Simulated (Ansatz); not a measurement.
Input:

SiGe:
```yaml
crystal:
  lattice:
    - [3.91984, 0.00000, 0.00000]
    - [0.00000, 3.92570, 0.00000]
    - [0.00000, 0.00000, 5.53416]
  atoms:
    - { symbol: Si, position: [0.75000, 0.00000, 0.88023] }
    - { symbol: Si, position: [0.25000, 0.00000, 0.11977] }
    - { symbol: Ge, position: [0.25000, 0.50000, 0.36916] }
    - { symbol: Ge, position: [0.75000, 0.50000, 0.63084] }
```

This is the PBEsol-relaxed structure. x, y and z are the axes in which the lattice vectors are written.

**Question.** All from plane-wave PAW PBEsol (Ansatz code), unless another level is named. Give the gap with spin–orbit coupling.

**Answer.** 0.23 eV.

**Question.** Give the electron effective mass with spin–orbit coupling.

**Answer.** 0.30, 0.41, 0.62 mₑ (principal values).

**Question.** Next, the conduction-band minimum?

**Answer.** on the S–Y line, 5 % of the way from S (k = 0.477, -0.500, 0.000) (2 equivalent valleys).

Space group Pmma. The start of the workflow was typed in or built on a structure type; neither database checked (COD, Materials Project) lists it. Its standing as an ambient phase is unchecked. Symmetry was held in the PBEsol relaxation; of distortions, only those at the zone centre were tested. Scalar-relativistic: spin–orbit coupling is off unless named, which matters more the heavier the elements.

Potentials: the later of the program's two PAW sets.
